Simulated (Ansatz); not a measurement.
Input and steps of a relaxation of cell and atoms on Ba₃CaF₈ on the sites of the fluorite structure (relaxed group Cmmm) (the plane-wave code Ansatz, r2SCAN). The starting cell comes from a relaxation with PBE.

```yaml
crystal:
  lattice:
    - [4.268318946, -6.0887013624, 0.0]
    - [4.268318946, 6.0887013624, 0.0]
    - [0.0, 0.0, 4.3137769924]
  atoms:
    - { symbol: Ba, position: [0.0, 0.5, 0.0] }
    - { symbol: F, position: [0.3872978828, 0.1500856686, 0.5] }
    - { symbol: F, position: [0.1500856686, 0.3872978828, 0.5] }
    - { symbol: Ca, position: [0.5, 0.5, 0.5] }
    - { symbol: F, position: [0.8750853899, 0.1249146101, 0.0] }
    - { symbol: F, position: [0.613638641, 0.386361359, 0.0] }
    - { symbol: Ba, position: [0.0, 0.0, 0.5] }
    - { symbol: F, position: [0.386361359, 0.613638641, 0.0] }
    - { symbol: F, position: [0.1249146101, 0.8750853899, 0.0] }
    - { symbol: Ba, position: [0.5, 0.0, 0.0] }
    - { symbol: F, position: [0.8499143314, 0.6127021172, 0.5] }
    - { symbol: F, position: [0.6127021172, 0.8499143314, 0.5] }
kpoints:
  mp_grid: { grid: [4, 4, 6] }
hamiltonian:
  xc: r2scan
scf:
  occupations: { method: fermi_dirac, width: 0.02 }
relax:
  f_tol: 0.005
  cell: {}
```

The trajectory has 6 recorded frames, each with fractional positions and then forces in eV/Å along x, y and z. The last, and any step after a large change of cell, is solved on a basis re-selected at its cell; pressure is positive in compression.

Step 1: energy 0.0 meV/atom from step 1, largest force component 0.043 eV/Å, pressure -1.70 GPa; a = 7.436 Å, b = 7.436 Å, c = 4.314 Å, α = 90.00°, β = 90.00°, γ = 109.94°
```
Ba 0.0000 0.5000 0.0000     0.000   0.000   0.000
F  0.3873 0.1501 0.5000     0.034   0.032   0.000
F  0.1501 0.3873 0.5000     0.034  -0.032   0.000
Ca 0.5000 0.5000 0.5000     0.000   0.000   0.000
F  0.8751 0.1249 0.0000     0.000  -0.007   0.000
F  0.6136 0.3864 0.0000     0.000   0.043   0.000
Ba 0.0000 0.0000 0.5000     0.000   0.000   0.000
F  0.3864 0.6136 0.0000     0.000  -0.043   0.000
F  0.1249 0.8751 0.0000     0.000   0.007   0.000
Ba 0.5000 0.0000 0.0000     0.000   0.000   0.000
F  0.8499 0.6127 0.5000    -0.034   0.032   0.000
F  0.6127 0.8499 0.5000    -0.034  -0.032   0.000
```

Step 2 (rejected): energy +1.3 meV/atom from step 1, largest force component 0.163 eV/Å, pressure +2.32 GPa; a = 7.292 Å, b = 7.292 Å, c = 4.227 Å, α = 90.00°, β = 90.00°, γ = 109.98°
```
Ba 0.0000 0.5000 0.0000     0.000   0.000   0.000
F  0.3860 0.1482 0.5000     0.149   0.086   0.000
F  0.1482 0.3860 0.5000     0.149  -0.086   0.000
Ca 0.5000 0.5000 0.5000     0.000   0.000   0.000
F  0.8756 0.1244 0.0000     0.000   0.028   0.000
F  0.6138 0.3862 0.0000     0.000   0.163   0.000
Ba 0.0000 0.0000 0.5000     0.000   0.000   0.000
F  0.3862 0.6138 0.0000     0.000  -0.163   0.000
F  0.1244 0.8756 0.0000     0.000  -0.028   0.000
Ba 0.5000 0.0000 0.0000     0.000   0.000   0.000
F  0.8518 0.6140 0.5000    -0.149   0.086   0.000
F  0.6140 0.8518 0.5000    -0.149  -0.086   0.000
```

Step 3: energy -3.1 meV/atom from step 1, largest force component 0.044 eV/Å, pressure -0.19 GPa; a = 7.378 Å, b = 7.378 Å, c = 4.271 Å, α = 90.00°, β = 90.00°, γ = 109.96°
```
Ba 0.0000 0.5000 0.0000     0.000   0.000   0.000
F  0.3877 0.1521 0.5000    -0.015  -0.026   0.000
F  0.1521 0.3877 0.5000    -0.015   0.026   0.000
Ca 0.5000 0.5000 0.5000     0.000   0.000   0.000
F  0.8750 0.1250 0.0000     0.000   0.002   0.000
F  0.6122 0.3878 0.0000     0.000  -0.044   0.000
Ba 0.0000 0.0000 0.5000     0.000   0.000   0.000
F  0.3878 0.6122 0.0000     0.000   0.044   0.000
F  0.1250 0.8750 0.0000     0.000  -0.002   0.000
Ba 0.5000 0.0000 0.0000     0.000   0.000   0.000
F  0.8479 0.6123 0.5000     0.015  -0.026   0.000
F  0.6123 0.8479 0.5000     0.015   0.026   0.000
```

Step 4: energy -3.2 meV/atom from step 1, largest force component 0.019 eV/Å, pressure +0.04 GPa; a = 7.371 Å, b = 7.371 Å, c = 4.267 Å, α = 90.00°, β = 90.00°, γ = 110.04°
```
Ba 0.0000 0.5000 0.0000     0.000   0.000   0.000
F  0.3880 0.1514 0.5000     0.001   0.016   0.000
F  0.1514 0.3880 0.5000     0.001  -0.016   0.000
Ca 0.5000 0.5000 0.5000     0.000   0.000   0.000
F  0.8751 0.1249 0.0000     0.000  -0.008   0.000
F  0.6129 0.3871 0.0000     0.000   0.019   0.000
Ba 0.0000 0.0000 0.5000     0.000   0.000   0.000
F  0.3871 0.6129 0.0000     0.000  -0.019   0.000
F  0.1249 0.8751 0.0000     0.000   0.008   0.000
Ba 0.5000 0.0000 0.0000     0.000   0.000   0.000
F  0.8486 0.6120 0.5000    -0.001   0.016   0.000
F  0.6120 0.8486 0.5000    -0.001  -0.016   0.000
```

Step 5: energy -3.2 meV/atom from step 1, largest force component 0.000 eV/Å, pressure 0.00 GPa; a = 7.371 Å, b = 7.371 Å, c = 4.269 Å, α = 90.00°, β = 90.00°, γ = 109.99°
```
Ba 0.0000 0.5000 0.0000     0.000   0.000   0.000
F  0.3878 0.1516 0.5000     0.000   0.000   0.000
F  0.1516 0.3878 0.5000     0.000   0.000   0.000
Ca 0.5000 0.5000 0.5000     0.000   0.000   0.000
F  0.8751 0.1249 0.0000     0.000   0.000   0.000
F  0.6127 0.3873 0.0000     0.000   0.000   0.000
Ba 0.0000 0.0000 0.5000     0.000   0.000   0.000
F  0.3873 0.6127 0.0000     0.000   0.000   0.000
F  0.1249 0.8751 0.0000     0.000   0.000   0.000
Ba 0.5000 0.0000 0.0000     0.000   0.000   0.000
F  0.8484 0.6122 0.5000     0.000   0.000   0.000
F  0.6122 0.8484 0.5000     0.000   0.000   0.000
```

Step 6: energy -2.9 meV/atom from step 1, largest force component 0.001 eV/Å, pressure +0.02 GPa; a = 7.371 Å, b = 7.371 Å, c = 4.269 Å, α = 90.00°, β = 90.00°, γ = 109.99°
```
Ba 0.0000 0.5000 0.0000     0.000   0.000   0.000
F  0.3878 0.1516 0.5000     0.000   0.001   0.000
F  0.1516 0.3878 0.5000     0.000  -0.001   0.000
Ca 0.5000 0.5000 0.5000     0.000   0.000   0.000
F  0.8751 0.1249 0.0000     0.000   0.000   0.000
F  0.6127 0.3873 0.0000     0.000   0.000   0.000
Ba 0.0000 0.0000 0.5000     0.000   0.000   0.000
F  0.3873 0.6127 0.0000     0.000   0.000   0.000
F  0.1249 0.8751 0.0000     0.000   0.000   0.000
Ba 0.5000 0.0000 0.0000     0.000   0.000   0.000
F  0.8484 0.6122 0.5000     0.000   0.001   0.000
F  0.6122 0.8484 0.5000     0.000  -0.001   0.000
```

The walk took 5 steps and changed the volume by -2.8 %. The last SCF, on a fresh basis, lies 2.9 meV an atom below the first. At the end: space group Cmmm (No. 65), orthorhombic; a = 8.456 Å, b = 12.076 Å, c = 4.269 Å in the conventional setting, 18.16 Å³ an atom. Ba has 8 F at 2.60–2.69 Å; F has 1 Ca at 2.41 Å and 3 Ba at 2.67–2.69 Å; Ca has 8 F at 2.41–2.53 Å; F has 4 Ba at 2.60–2.61 Å; F has 2 Ca at 2.53 Å and 2 Ba at 2.69 Å; Ba has 8 F at 2.61–2.69 Å.

Question: What wall time did it need on 1 × NVIDIA H100 80GB HBM3 with 2 threads of AMD EPYC 7R13 Processor (Zen 3), on a shared host, load about 1.0 per core, and how much host memory at the peak?

Answer: About 28 s, with a peak of 1.1 GiB.

These are computed values for a spin-unpolarised cell that may be hypothetical; none is a measurement.
